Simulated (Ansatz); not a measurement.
# Moving the pressure in Hf2Pd2Se2Br2O3

The cell as given:

```
Hf Pd Se Br O
1.0
     5.76069    0.00496   -0.00286
    -0.52750    5.84664    0.03413
    -1.48435   -0.92642    6.64586
Hf Pd Se Br O
2 2 2 2 3
Direct
  0.74540 0.39602 0.34989
  0.28763 0.45322 0.59401
  0.90854 0.13294 0.84849
  0.25249 0.90323 0.35874
  0.63469 0.40355 0.93716
  0.62597 0.78174 0.53023
  0.85273 0.99089 0.15355
  0.22526 0.82084 0.86223
  0.96040 0.28925 0.59026
  0.43233 0.24524 0.40864
  0.07457 0.58308 0.36682
```

The cell comes from a database or a generator and needn't be the stable form of this composition.

Kept alike: task relaxation of cell and atoms; functional PBE; k mesh 4 × 4 × 3; occupations fermi-dirac, width 0.05 eV; no spin polarisation. Program: Ansatz, Ansatz PAW, cutoff 420 eV. The mesh is that of the run's cell of 11 atoms. No spin-orbit coupling.

| pressure, P (GPa) | volume (Å³/atom) | first edge of the run's cell (Å) | third edge of the run's cell (Å) |
| --- | --- | --- | --- |
| 2 | 19.779 | 5.725 | 6.790 |
| 5 | 19.055 | 5.682 | 6.683 |
| 10 | 18.081 | 5.636 | 6.526 |

Runs of this series that gave no sound value for these columns are left out. The runs follow the start's structure, whether or not it is the stable one at these pressures. Ansatz's relaxations hold a Pulay term in the stress (up to 0.2 GPa here). P is the pressure aimed at, which the runs meet within some hundredths to tenths of a GPa.

The volume falls from 19.779 to 18.081 Å³/atom between 2 and 10 GPa. The first edge of the run's cell falls from 5.725 to 5.636 Å between 2 and 10 GPa. The third edge of the run's cell falls from 6.790 to 6.526 Å between 2 and 10 GPa.
